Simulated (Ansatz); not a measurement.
LaHg (CsCl type, Pm-3m) under volume change, r²SCAN in the plane-wave PAW code Ansatz, scaled uniformly.

```csv
V (Å³/atom),E − E(relaxed) (meV/atom),P (GPa)
26.982,48.3,6.29
27.871,20.3,3.86
28.761,4.8,1.78
29.650,0.0,0.00
30.540,4.3,-1.52
31.429,16.5,-2.82
32.319,35.3,-3.93
```

Task: What does a third-order Birch–Murnaghan fit give for V₀, B₀ and B′?

Result: V₀ = 29.65 Å³/atom, B₀ = 54.7 GPa, B′ = 4.2.

The workflow started from an entry of the Crystallography Open Database (COD). Its standing as an ambient phase is unchecked. The cell was relaxed with r²SCAN under the symmetry of its start; its stability against distortions is not shown here. Scalar-relativistic: spin–orbit coupling is off unless named, which matters more the heavier the elements.

Potentials: the later of the program's two PAW sets.
